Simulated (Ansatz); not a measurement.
Sc2AlC:
```
CELL_PARAMETERS angstrom
      3.28855     0.00000     0.00000
     -1.64427     2.84797     0.00000
      0.00000     0.00000    15.05027
ATOMIC_POSITIONS crystal
  Sc 0.66667 0.33333 0.91768
  Sc 0.33333 0.66667 0.08232
  Sc 0.33333 0.66667 0.41768
  Sc 0.66667 0.33333 0.58232
  Al 0.33333 0.66667 0.75000
  Al 0.66667 0.33333 0.25000
  C  0.00000 0.00000 0.00000
  C  0.00000 0.00000 0.50000
```

Relaxed with r²SCAN.

### Question
Map the electron localisation function on the plane through (0.667, 0.333, 0.918) spanned by u = [0, 0, 1] and v = [1, -1, 0] in lattice vectors, from r²SCAN (plane waves, PAW; program Ansatz).

### Answer
x is the fraction of u, y of v (the angle between them is 90°; rows are the nearest grid lines); atoms in the plane: Sc at (0.00, 0.00), Sc at (0.16, 0.67), Sc at (0.50, 0.67), Sc at (0.66, 0.00), Al at (0.83, 0.67), Al at (0.33, 0.00), C at (0.08, 0.33), C at (0.58, 0.33).
```
y \ x   0.000  0.100  0.175  0.275  0.375  0.450  0.550  0.625  0.725  0.825  0.900   1.00
------  -----  -----  -----  -----  -----  -----  -----  -----  -----  -----  -----  -----
1.00    0.029  0.102  0.286  0.883  0.401  0.816  0.160  0.752  0.339  0.478  0.151  0.029
0.929   0.622  0.140  0.131  0.875  0.653  0.682  0.162  0.662  0.197  0.521  0.252  0.622
0.857   0.576  0.125  0.085  0.794  0.745  0.154  0.077  0.101  0.097  0.609  0.601  0.576
0.786   0.043  0.059  0.767  0.558  0.597  0.219  0.100  0.076  0.512  0.249  0.848  0.043
0.679   0.209  0.137  0.110  0.283  0.402  0.647  0.619  0.178  0.881  0.375  0.930  0.209
0.607   0.169  0.094  0.540  0.325  0.426  0.558  0.464  0.245  0.843  0.098  0.916  0.169
0.536   0.186  0.298  0.604  0.397  0.453  0.100  0.167  0.587  0.656  0.288  0.831  0.186
0.464   0.396  0.799  0.062  0.403  0.423  0.049  0.721  0.790  0.369  0.493  0.603  0.396
0.393   0.618  0.586  0.414  0.352  0.349  0.166  0.759  0.806  0.235  0.338  0.372  0.618
0.321   0.671  0.229  0.549  0.322  0.313  0.205  0.655  0.777  0.228  0.288  0.322  0.671
0.214   0.126  0.820  0.295  0.559  0.542  0.240  0.821  0.684  0.103  0.408  0.370  0.126
0.143   0.478  0.724  0.158  0.793  0.727  0.468  0.695  0.180  0.044  0.480  0.332  0.478
0.0714  0.598  0.266  0.200  0.876  0.651  0.726  0.307  0.670  0.179  0.493  0.214  0.598
0.000   0.029  0.102  0.286  0.883  0.401  0.816  0.160  0.752  0.339  0.478  0.151  0.029
```

The density is the valence pseudo-density with augmentation charge, so density and ELF within about 1 Å of a nucleus are not all-electron values.

Space group P6_3/mmc. The first step of the workflow began from a Materials Project structure, measured or hypothetical; the Crystallography Open Database copy checked does not list it. Its standing as an ambient phase is unchecked. The r²SCAN relaxation kept the symmetry of its start; of distortions, only those at the zone centre were tested. No spin polarisation was allowed.

Potentials: the later of the program's two PAW sets.
